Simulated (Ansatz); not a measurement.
B:
```
B
1.0
    1.45825    -2.64269     0.00000
    1.45825     2.64269     0.00000
    0.00000     0.00000     3.23681
B
4
Direct
  0.34390   0.65610   0.58979
  0.65610   0.34390   0.41021
  0.84390   0.15610   0.91021
  0.15610   0.84390   0.08979
```

Relaxed with PBE+D3(BJ). Special points in fractions of this cell's reciprocal vectors: Γ (0.000, 0.000, 0.000); Y (-0.500, 0.500, 0.000); C0 (-0.326, 0.674, 0.000); Σ0 (0.326, 0.326, 0.000); Z (0.000, 0.000, 0.500); A0 (0.326, 0.326, 0.500); E0 (-0.326, 0.674, 0.500); T (-0.500, 0.500, 0.500); S (0.000, 0.500, 0.000); R (0.000, 0.500, 0.500).

**Question.** List the band energies nearest the Fermi level at these points for PBE+D3(BJ) (plane waves, PAW; program Ansatz).

**Answer.** In eV from the Fermi level; about four levels below and three above (degenerate sets whole), none deeper than 8.9 eV; points with the same levels are listed once.

```
k                     below                  above
--  -----------------------  ---------------------
Γ   -8.03 -5.95 -4.66 -3.58         0.55 0.90 2.57
Y   -5.43 -3.56 -1.80 -0.48         0.69 4.67 4.83
C0        -4.86 -4.55 -1.35         1.29 2.47 2.89
Z   -1.93 -1.93 -1.54 -1.54    0.92 0.92 6.50 6.50
A0              -7.65 -7.65    6.95 6.95 7.62 7.62
T               -3.92 -3.92    0.85 0.85 9.34 9.34
S   -5.72 -5.72 -4.65 -4.65    1.59 1.59 6.09 6.09
R               -4.38 -4.38  2.06 2.06 10.48 10.48
```

Space group Cmce. A made-up cell: these elements were put on the sites of a structure type; neither database checked (COD, Materials Project) lists it. It is not the phase usual at ambient conditions (space group No. 166). The cell was relaxed with PBE+D3(BJ) under the symmetry of its start; its stability against distortions is not shown here.

Potentials: the earlier of the program's two PAW sets.
